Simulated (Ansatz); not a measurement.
TiNb:
```cif
data_NbTi
_chemical_formula_sum 'Ti1 Nb1'
_space_group_name_H-M_alt 'P 1'
_space_group_IT_number 1
_cell_length_a 2.78745
_cell_length_b 2.78745
_cell_length_c 4.50358
_cell_angle_alpha 90.000
_cell_angle_beta 90.000
_cell_angle_gamma 110.132
loop_
_space_group_symop_operation_xyz
  'x, y, z'
loop_
_atom_site_label
_atom_site_type_symbol
_atom_site_fract_x
_atom_site_fract_y
_atom_site_fract_z
_atom_site_occupancy
Ti1 Ti 0.50000 0.50000 0.50000 1
Nb1 Nb 0.00000 0.00000 0.00000 1
```

This is the LDA-relaxed structure.

Task: All from the program Ansatz at the LDA level (PAW), unless another level is named. Give the Hill bulk and shear moduli.

Result: 155 and 32.1 GPa.

Task: And the highest zone-centre frequency?

Result: 21.9 meV.

Space group Cmmm. The workflow started from a Materials Project entry (that database holds measured and hypothetical structures alike); the Crystallography Open Database copy checked does not list it. With Ti and Nb taken as one species the cell has the higher symmetry Im-3m, so it may be an ordered model of a mixed-site phase. Whether it is the stable phase at ambient conditions was not checked. The cell keeps a stress of up to 0.2 GPa. The LDA relaxation kept the symmetry of its start; whether a distortion lowers the energy is not shown. The run is not spin-polarised. As this level gives no gap, shear constants depend on the k-mesh and smearing (Fermi–Dirac, 0.1 eV here). On the denser mesh and wider smearing of the elastic run this cell carries a stress of 0.4 GPa.

Potentials: the later of the program's two PAW sets.
